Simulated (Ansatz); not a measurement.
Input:

GaIr (CsCl type)

```
CELL_PARAMETERS angstrom
      5.99681     0.00000     0.00000
      0.00000     2.99840     0.00000
      0.00000     0.00000     2.99840
ATOMIC_POSITIONS crystal
  Ga 0.00000 0.00000 0.00000
  Ga 0.50000 0.00000 0.00000
  Ir 0.25000 0.50000 0.50000
  Ir 0.75000 0.50000 0.50000
```

A phonon eigenvector at X = (0.5, 0.0, 0.0) is frozen into this cell: atom i moves by Q times the vector below, so Q is the largest atomic displacement, in Å. The cell is held. (q is in reciprocal vectors of the primitive cell; the cell shown is doubled to hold the pattern.)

```
atom       x      y      z
----  ------  -----  -----
Ga1    1.000  0.000  0.000
Ga2   -1.000  0.000  0.000
```

Atoms not listed stay in place.

All values below come from LDA (plane waves to 420 eV, PAW, scalar-relativistic; Ansatz, a program for electronic structure). k mesh 8×15×15 (Γ-centred), Fermi-Dirac smearing 0.05 eV. Energies are smeared free energies. With partly filled bands, energies and forces of such displacements shift with the k mesh and the smearing. GaIr is run without spin polarisation. GaIr was relaxed with its symmetry unable to fall. Spin-orbit coupling is left out, though Ir is heavy. The zero of ΔE is the undisplaced structure.

The scan covers Q from -0.100 to 0.100 Å in 13 points.

Q: Which space group does the distorted structure have?

A: P4/mmm (No. 123), lowered from Pm-3m.

Q: What is the energy change at Q = 0.100 Å?

A: 173 meV/cell.

Q: What harmonic wavenumber does the curvature at Q = 0 give?

A: 262 cm⁻¹.

(A displaced cell: forces are minus the slopes of the energy, force constants its curvatures, and phonons follow from these.)
